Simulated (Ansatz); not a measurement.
## Sensitivity of the gradients in WS2 with Mn replacing W to the input

Cell: a supercell of WS2 (space group P6_3/mmc) built from an entry of the Crystallography Open Database (COD), with the ions relaxed around the defect (PBE).

```
Mn W S
1.0
     6.36000    0.00000    0.00000
    -3.18000    5.50792    0.00000
     0.00000    0.00000   12.50000
Mn W S
1 7 16
Direct
  0.17431 0.34716 0.25000
  0.16348 0.82829 0.25000
  0.66734 0.33324 0.25000
  0.66589 0.82822 0.25000
  0.33396 0.16707 0.75000
  0.33396 0.66691 0.75000
  0.83411 0.16706 0.75000
  0.83394 0.66687 0.75000
  0.16735 0.33369 0.62451
  0.16744 0.83377 0.62442
  0.66719 0.33337 0.62438
  0.66734 0.83376 0.62442
  0.32463 0.17385 0.13060
  0.33081 0.66053 0.12757
  0.85040 0.17371 0.13055
  0.83186 0.66259 0.12405
  0.16735 0.33369 0.87549
  0.16744 0.83377 0.87558
  0.66719 0.33337 0.87562
  0.66734 0.83376 0.87558
  0.32463 0.17385 0.36940
  0.33081 0.66053 0.37243
  0.85040 0.17371 0.36945
  0.83186 0.66259 0.37595
```

Sites (sets of like atoms) are named by element and the number of their first atom in this list.

Reference run. Method: Kohn–Sham DFT in Ansatz, PBE, plane waves and PAW, scalar-relativistic, collinear spin, 420 eV cutoff, Γ-centred 4×4×2 k-points, Fermi–Dirac smearing 0.01 eV. Start moments as typed (μB): 3 on each Mn, none on the rest.

(1) The input is changed as follows: `kpoints.mp_grid.shift`: not typed → [0.5, 0.5, 0.5]; `scf.lower_state_search`: not typed → off. What happens to V_zz (10²¹ V/m²) and η?

Results:

(1) 

```
site  atom  V_zz reference  η reference  V_zz changed  η changed
  Mn     1            1.56         0.41          1.44       0.48
  W2     2          -19.44         0.27        -19.42       0.25
  W4     4          -19.45         0.27        -19.55       0.26
  W3     3           -21.3         0.01         -21.3       0.00
  W5     5          -17.60         0.01        -17.58       0.01
  W7     7          -17.59         0.01        -17.58       0.01
  W6     6          -17.54         0.01        -17.53       0.01
  W8     8          -17.22         0.00        -17.20       0.01
 S13    13           -5.80         0.88         -5.82       0.89
 S14    14           -5.91         0.71         -5.85       0.71
 S15    15           -5.79         0.89         -5.78       0.90
 S16    16           -4.80         0.16         -4.79       0.16
```

The largest change of V_zz is on Mn, from 1.56 to 1.44. In per cent, |V_zz| changes by 0 to +1 on W, -1 to 0 on S (all sites that start above 2). The table leaves out 3 of the 15 sites, with |V_zz| up to 4.65; their tensors move by 0.01 at most along any direction. The statements above cover all sites. The changed run opens a gap.

On the reference run: The defect repeats with the cell of 24 atoms, so it feels its images: sites between two images don't show the values beside a lone defect, and zeros or small values of η there can come from the images' arrangement. S and W carry a gradient in the pure host already, so the values there aren't the defect's effect alone. The centre was started off its lattice site, so that it could distort. The defect cell has no gap above 0.1 eV on its mesh, so the values can hang on the smearing and the k-mesh. Without spin–orbit coupling the gradients at and beside W can be off by some per cent, at some sites by far more. The run lost most of its start moments on Mn; a state with other moments may lie lower.
